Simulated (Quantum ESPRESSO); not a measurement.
## Si3GaGe3P (input and log of a self-consistent run)

A calculation, not a measurement. The program is pw.x of Quantum ESPRESSO 7.5 (plane-wave density functional theory). The cell is made up: 8 atoms on a zincblende/diamond lattice, with randomly drawn elements, strain and displacements, not relaxed. PseudoDojo standard norm-conserving files (v0.5 for PBE, v0.4.1 for LDA and PBEsol) set the functional; there is no spin polarisation, spin-orbit coupling or dispersion term, and the masses in the input are unused placeholders.

Input:

```
&control calculation='scf', pseudo_dir='./dojo.nc.sr.pbe.v0_5.standard.upf', outdir='./o', disk_io='low', tprnfor=.true., tstress=.true. /
&system ibrav=0, nat=8, ntyp=4, nbnd=46, ecutwfc=79.96652505, nosym=.true., tot_charge=0,
 occupations='smearing', smearing='fd', degauss=0.0073498644
/
&electrons conv_thr=7.350e-09, electron_maxstep=60, /
ATOMIC_SPECIES
Ga 1.0 Ga.upf
Ge 1.0 Ge.upf
P 1.0 P.upf
Si 1.0 Si.upf
CELL_PARAMETERS angstrom
5.5505 -0.083 -0.0205
-0.083 5.5031 0.037
-0.0205 0.037 5.5519
ATOMIC_POSITIONS angstrom
Si -0.0522 -0.0533 0.0513
Ga 0.0684 2.6843 2.8085
Ge 2.7775 0.0401 2.703
Ge 2.7461 2.7707 0.0615
P 1.3197 1.3242 1.5097
Si 1.3174 4.1439 4.1494
Ge 4.1446 1.2837 4.0444
Si 4.0278 4.0998 1.3433
K_POINTS automatic
6 6 6 1 1 1
```

The log is shortened where brackets say so; the opening notice, blank lines, dates and the lines on written files are dropped, and the path of the files is cut. It prints rydbergs, bohrs and kilobars, and counts compression as positive stress.

```
     Program PWSCF v.7.5
     Parallel version (MPI & OpenMP), running on       4 processor cores
     Number of MPI processes:                 4
     Threads/MPI process:                     1
     [start-up lines left out]
     bravais-lattice index     =            0
     lattice parameter (alat)  =      10.4902  a.u.
     unit-cell volume          =    1144.0756 (a.u.)^3
     number of atoms/cell      =            8
     number of atomic types    =            4
     number of electrons       =        72.00
     number of Kohn-Sham states=           46
     kinetic-energy cutoff     =      79.9665  Ry
     charge density cutoff     =     319.8661  Ry
     scf convergence threshold =      7.3E-09
     mixing beta               =       0.7000
     number of iterations used =            8  plain     mixing
     Exchange-correlation= PBE
                           (   1   4   3   4   0   0   0)
     [axes and pseudopotential details left out]
   Cartesian axes
     site n.     atom                  positions (alat units)
         1        Si     tau(   1) = (  -0.0094034  -0.0096016   0.0092413  )
         2        Ga     tau(   2) = (   0.0123218   0.4835567   0.5059304  )
         3        Ge     tau(   3) = (   0.5003460   0.0072237   0.4869254  )
         4        Ge     tau(   4) = (   0.4946895   0.4991210   0.0110788  )
         5        P      tau(   5) = (   0.2377342   0.2385448   0.2719613  )
         6        Si     tau(   6) = (   0.2373198   0.7464928   0.7474836  )
         7        Ge     tau(   7) = (   0.7466189   0.2312490   0.7285687  )
         8        Si     tau(   8) = (   0.7255783   0.7385486   0.2419855  )
     number of k points=   108  Fermi-Dirac smearing, width (Ry)=  0.0073
     Number of k-points >= 100: set verbosity='high' to print them.
     Dense  grid:   110489 G-vectors     FFT dimensions: (  60,  60,  60)
     Estimated max dynamical RAM per process >     417.77 MB
     Estimated total dynamical RAM >       1.55 GB
     Initial potential from superposition of free atoms
     starting charge      71.9929, renormalised to      72.0000
     Starting wfcs are   52 randomized atomic wfcs
     total cpu time spent up to now is        9.1 secs
     per-process dynamical memory:   356.9 Mb
     Self-consistent Calculation
     iteration #  1     ecut=    79.97 Ry     beta= 0.70
     Davidson diagonalization with overlap
     ethr =  1.00E-02,  avg # of iterations =  4.1
     Threshold (ethr) on eigenvalues was too large:
     Diagonalizing with lowered threshold
     Davidson diagonalization with overlap
     ethr =  2.68E-04,  avg # of iterations =  6.6
     total cpu time spent up to now is       60.3 secs
     total energy              =    -728.01520850 Ry
     estimated scf accuracy    <       0.20850150 Ry
     iteration #  2     ecut=    79.97 Ry     beta= 0.70
     Davidson diagonalization with overlap
     ethr =  2.90E-04,  avg # of iterations =  2.1
     total cpu time spent up to now is       75.9 secs
     total energy              =    -728.02528725 Ry
     estimated scf accuracy    <       0.04840545 Ry
     iteration #  3     ecut=    79.97 Ry     beta= 0.70
     Davidson diagonalization with overlap
     ethr =  6.72E-05,  avg # of iterations =  2.4
     total cpu time spent up to now is       93.1 secs
     total energy              =    -728.03765076 Ry
     estimated scf accuracy    <       0.02468993 Ry
     iteration #  4     ecut=    79.97 Ry     beta= 0.70
     Davidson diagonalization with overlap
     ethr =  3.43E-05,  avg # of iterations =  2.4
     total cpu time spent up to now is      107.7 secs
     total energy              =    -728.04255177 Ry
     estimated scf accuracy    <       0.00118268 Ry
     iteration #  5     ecut=    79.97 Ry     beta= 0.70
     Davidson diagonalization with overlap
     ethr =  1.64E-06,  avg # of iterations =  8.5
     total cpu time spent up to now is      128.3 secs
     total energy              =    -728.04283842 Ry
     estimated scf accuracy    <       0.00008769 Ry
     iteration #  6     ecut=    79.97 Ry     beta= 0.70
     Davidson diagonalization with overlap
     ethr =  1.22E-07,  avg # of iterations =  3.2
     total cpu time spent up to now is      143.4 secs
     total energy              =    -728.04286428 Ry
     estimated scf accuracy    <       0.00001882 Ry
     iteration #  7     ecut=    79.97 Ry     beta= 0.70
     Davidson diagonalization with overlap
     ethr =  2.61E-08,  avg # of iterations =  2.0
     total cpu time spent up to now is      159.6 secs
     total energy              =    -728.04286838 Ry
     estimated scf accuracy    <       0.00000085 Ry
     iteration #  8     ecut=    79.97 Ry     beta= 0.70
     Davidson diagonalization with overlap
     ethr =  1.18E-09,  avg # of iterations =  3.9
     total cpu time spent up to now is      177.4 secs
     total energy              =    -728.04286872 Ry
     estimated scf accuracy    <       0.00000022 Ry
     iteration #  9     ecut=    79.97 Ry     beta= 0.70
     Davidson diagonalization with overlap
     ethr =  2.99E-10,  avg # of iterations =  2.0
     total cpu time spent up to now is      191.0 secs
     total energy              =    -728.04286877 Ry
     estimated scf accuracy    <       0.00000002 Ry
     iteration # 10     ecut=    79.97 Ry     beta= 0.70
     Davidson diagonalization with overlap
     ethr =  2.43E-11,  avg # of iterations =  2.2
     total cpu time spent up to now is      208.9 secs
     End of self-consistent calculation
     Number of k-points >= 100: set verbosity='high' to print the bands.
     the Fermi energy is     8.1235 ev
!    total energy              =    -728.04286878 Ry
     estimated scf accuracy    <          2.2E-09 Ry
     smearing contrib. (-TS)   =      -0.00160654 Ry
     internal energy E=F+TS    =    -728.04126223 Ry
     The total energy is F=E-TS. E is the sum of the following terms:
     one-electron contribution =    -420.65226866 Ry
     hartree contribution      =     256.73516175 Ry
     xc contribution           =    -186.22645170 Ry
     ewald contribution        =    -377.89770362 Ry
     convergence has been achieved in  10 iterations
     Forces acting on atoms (cartesian axes, Ry/au):
     atom    1 type  4   force =     0.03463828    0.01157505   -0.04152830
     atom    2 type  1   force =    -0.04271845    0.06170800   -0.00944299
     atom    3 type  2   force =    -0.01837743   -0.07125393   -0.00283813
     atom    4 type  2   force =    -0.03036831   -0.05174718   -0.05998627
     atom    5 type  3   force =    -0.00429944    0.00269555   -0.08174734
     atom    6 type  4   force =    -0.01332806    0.01391147    0.03424873
     atom    7 type  2   force =     0.02223856    0.04139351    0.08633865
     atom    8 type  4   force =     0.05221486   -0.00828246    0.07495566
     Total force =     0.218471     Total SCF correction =     0.000260
     Computing stress (Cartesian axis) and pressure
          total   stress  (Ry/bohr**3)                   (kbar)     P=       38.32
   0.00027409   0.00028397   0.00011566           40.32       41.77       17.01
   0.00028397   0.00029722   0.00004128           41.77       43.72        6.07
   0.00011566   0.00004128   0.00021020           17.01        6.07       30.92
     init_run     :      7.59s CPU      8.02s WALL (       1 calls)
     electrons    :    197.82s CPU    199.83s WALL (       1 calls)
     forces       :      2.96s CPU      2.99s WALL (       1 calls)
     stress       :     10.53s CPU     10.55s WALL (       1 calls)
     [timing details left out]
     PWSCF        :   3m40.08s CPU   3m42.64s WALL
     JOB DONE.
```

In other units: free energy -9905.528 eV for the cell, pressure 3.83 GPa, largest force component 2.220 eV/Å. A rerun of the same cell at another strain at 1377 eV and a 8 x 8 x 8 mesh moved values by no more than 0.003 eV in energy, 0.03 GPa in stress and 0.004 eV/Å in force.